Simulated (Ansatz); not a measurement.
# Spinel alloy of ZnGa2O4 and ZnAl2O4 (4 of 16 Ga sites exchanged), 56 atoms

Ansatz, PAW, plane waves. PBEsol relaxation of volume and atoms (shape held) at the single k point (¼, ¼, ¼) without its symmetry partners; single points on the relaxed atoms at the single k point (¼, ¼, ¼) without its symmetry partners, onto which points of the small cell's zone fold. Arrangement: random. No spin–orbit coupling unless named.

Relaxed structure:

```yaml
crystal:
  lattice:
    - [8.27844, 0.00000, 0.00000]
    - [0.00000, 8.27844, 0.00000]
    - [0.00000, 0.00000, 8.27844]
  atoms:
    - { symbol: Zn, position: [0.87511, 0.37298, 0.37300] }
    - { symbol: Zn, position: [0.37522, 0.87705, 0.37305] }
    - { symbol: Zn, position: [0.37528, 0.37325, 0.87714] }
    - { symbol: Zn, position: [0.12557, 0.12139, 0.12533] }
    - { symbol: Zn, position: [0.87540, 0.87706, 0.87705] }
    - { symbol: Zn, position: [0.62561, 0.62925, 0.12526] }
    - { symbol: Zn, position: [0.62567, 0.12140, 0.62520] }
    - { symbol: Zn, position: [0.12568, 0.62945, 0.62538] }
    - { symbol: Al, position: [0.50058, 0.99757, 0.00295] }
    - { symbol: Al, position: [0.75030, 0.00009, 0.25009] }
    - { symbol: Al, position: [0.25230, 0.75211, 0.00135] }
    - { symbol: Al, position: [0.99860, 0.00118, 0.49825] }
    - { symbol: O, position: [0.51742, 0.00741, 0.23530] }
    - { symbol: O, position: [0.74017, 0.23129, 0.23942] }
    - { symbol: O, position: [0.50944, 0.22973, 0.01021] }
    - { symbol: O, position: [0.73445, 0.00656, 0.01718] }
    - { symbol: O, position: [0.01157, 0.51356, 0.23848] }
    - { symbol: O, position: [0.24101, 0.74182, 0.23237] }
    - { symbol: O, position: [0.01976, 0.74311, 0.00956] }
    - { symbol: O, position: [0.24247, 0.51911, 0.00937] }
    - { symbol: O, position: [0.00867, 0.00915, 0.73159] }
    - { symbol: O, position: [0.23842, 0.23737, 0.73890] }
    - { symbol: O, position: [0.00934, 0.23233, 0.50864] }
    - { symbol: O, position: [0.23198, 0.00852, 0.50933] }
    - { symbol: O, position: [0.26163, 0.26134, 0.25982] }
    - { symbol: O, position: [0.49097, 0.48801, 0.26062] }
    - { symbol: O, position: [0.48835, 0.25926, 0.48906] }
    - { symbol: O, position: [0.26059, 0.48978, 0.48850] }
    - { symbol: O, position: [0.51141, 0.51111, 0.73995] }
    - { symbol: O, position: [0.73926, 0.73995, 0.73964] }
    - { symbol: O, position: [0.51084, 0.74094, 0.51266] }
    - { symbol: O, position: [0.74025, 0.51259, 0.50995] }
    - { symbol: O, position: [0.76152, 0.76911, 0.25976] }
    - { symbol: O, position: [0.98334, 0.99326, 0.26534] }
    - { symbol: O, position: [0.99118, 0.76975, 0.48936] }
    - { symbol: O, position: [0.76550, 0.99261, 0.48323] }
    - { symbol: O, position: [0.76068, 0.26031, 0.76176] }
    - { symbol: O, position: [0.98959, 0.48888, 0.75989] }
    - { symbol: O, position: [0.99004, 0.26026, 0.98833] }
    - { symbol: O, position: [0.76175, 0.48893, 0.99020] }
    - { symbol: O, position: [0.26070, 0.76075, 0.76947] }
    - { symbol: O, position: [0.49058, 0.99008, 0.76965] }
    - { symbol: O, position: [0.48448, 0.76631, 0.99313] }
    - { symbol: O, position: [0.26681, 0.98406, 0.99323] }
    - { symbol: Ga, position: [0.74995, 0.24736, 0.00056] }
    - { symbol: Ga, position: [0.00220, 0.50180, 0.99894] }
    - { symbol: Ga, position: [0.50042, 0.50015, 0.50024] }
    - { symbol: Ga, position: [0.24875, 0.24876, 0.49892] }
    - { symbol: Ga, position: [0.25160, 0.50184, 0.24873] }
    - { symbol: Ga, position: [0.50080, 0.24730, 0.24971] }
    - { symbol: Ga, position: [0.75087, 0.75293, 0.49969] }
    - { symbol: Ga, position: [0.24941, 0.99883, 0.75142] }
    - { symbol: Ga, position: [0.75047, 0.50027, 0.75021] }
    - { symbol: Ga, position: [0.00148, 0.75408, 0.24901] }
    - { symbol: Ga, position: [0.99918, 0.24861, 0.74849] }
    - { symbol: Ga, position: [0.50021, 0.75072, 0.75312] }
```

Question: What are the mean bond lengths by pair (pairs within 1.2 times the sum of covalent radii, less contacts 15 % beyond the pair's median; cation–cation pairs of compounds aside; long ionic contacts are cut short by that bound)?

Answer: Al–O 1.929 ± 0.008 Å (standard deviation, 24 bonds); Ga–O 1.992 ± 0.007 Å (standard deviation, 72 bonds); O–Zn 1.964 ± 0.002 Å (standard deviation, 32 bonds).

Question: What gap lies between the top filled and the lowest empty level in the single points?

Answer: HSE06 5.82 eV (44 s on NVIDIA H100). Away from Γ this isn't the crystal's band gap.
